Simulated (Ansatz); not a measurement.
TePb:
```
CELL_PARAMETERS angstrom
      0.00000     3.26726     3.26726
      3.26726     0.00000     3.26726
      3.26726     3.26726     0.00000
ATOMIC_POSITIONS crystal
  Te 0.00000 0.00000 0.00000
  Pb 0.50000 0.50000 0.50000
```

Relaxed with r²SCAN. Special points in fractions of this cell's reciprocal vectors: Γ (0.000, 0.000, 0.000); X (0.500, 0.000, 0.500); U (0.625, 0.250, 0.625); K (0.375, 0.375, 0.750); L (0.500, 0.500, 0.500); W (0.500, 0.250, 0.750).

**Question.** List the band energies nearest the valence-band maximum at these points for plane-wave PAW r²SCAN with spin–orbit coupling (Ansatz code).

**Answer.** In eV from the valence-band maximum; about four levels below and three above (degenerate sets whole), none deeper than 8.9 eV; points with the same levels are listed once.

```json
[
 {"k": "Γ", "below": "-1.14 -1.14 -1.14 -1.14", "above": "2.69 2.69 4.86 4.86 4.86 4.86"},
 {"k": "X", "below": "-3.27 -3.27 -2.56 -2.56", "above": "3.68 3.68 4.60 4.60"},
 {"k": "U", "below": "-2.63 -2.63 -1.94 -1.94", "above": "3.14 3.14 4.23 4.23"},
 {"k": "L", "below": "-0.78 -0.78 0.00 0.00", "above": "0.15 0.15 1.51 1.51"},
 {"k": "W", "below": "-3.85 -3.85 -0.49 -0.49", "above": "1.64 1.64 5.45 5.45 5.45 5.45"}
]
```

Space group Fm-3m (rock salt). The r²SCAN relaxation kept the symmetry of its start.

Potentials: the later of the program's two PAW sets.
